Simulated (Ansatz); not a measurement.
An elastic constant from a strain scan in TiAl

Computed with DFT r2SCAN, scalar-relativistic, plane waves, PAW in Ansatz 0.2.0. The runs took a 500 eV cutoff, a Γ-centred 22×22×16 mesh and Gaussian smearing (0.15 eV). No spin polarisation. Energies are free energies at this smearing, counted from the undisturbed cell; pressure is positive in compression.

Reference structure (relaxed at this level; it needn't be the usual structure):

```
Ti Al
1.0
     2.81056    0.00000    0.00000
     0.00000    2.81056    0.00000
     0.00000    0.00000    4.06500
Ti Al
1 1
Direct
  0.00000 0.00000 0.00000
  0.50000 0.50000 0.50000
```

The cell is strained by ε times the Voigt pattern (0, 0, 1, 0, 0, 0) (xx, yy, zz, yz, xz, xy; engineering shear) with fractional coordinates fixed. The cell holds 2 atoms in V0 = 32.11 Å³. The stress column is τ = (1/V0) dE/dε, got from the stress tensor σ (compression positive) at each point as −det(1 + εP) σ : P(1 + εP)⁻¹, with P the pattern as a tensor.

```
      ε  ΔE (meV/atom)  τ (GPa)
-0.0600              ?        ?
-0.0300          8.412   -5.654
 0.0000          0.000    0.031
 0.0150          2.098    2.739
 0.0450         18.024    7.758
```

Question: Which combination of elastic constants does this scan measure, and how large is it?

Answer: For small ε, τ = τ0 + Kε with K = pᵀCp, which for this pattern is C33 in the Cartesian frame shown. The parabola through τ at ε = -0.0300, 0 and 0.0150 has slope K = 184 GPa at zero. The energies per cell, E = NΔE, of the same two points give K = 2[E(ε₊)/ε₊ − E(ε₋)/ε₋]/[(ε₊ − ε₋)V0] = 186 GPa, in agreement.

Question: Predict the withheld row at ε = -0.0600 from the harmonic law, and compare.

Answer: ΔE = V0(τ0 ε + Kε²/2)/N = 32.917 meV/atom and τ = -10.98 GPa. The calculation gives 33.832 meV/atom and -11.29 GPa, a miss of 2.8 % of the harmonic energy, so the harmonic law still holds here.

In a metal these slopes depend on the k mesh and the smearing.

Cost: 5 runs of about 6.6 core-minutes in all, on Intel Xeon Processor @ 2.50GHz (Skylake/Cascade Lake) (shared hosts).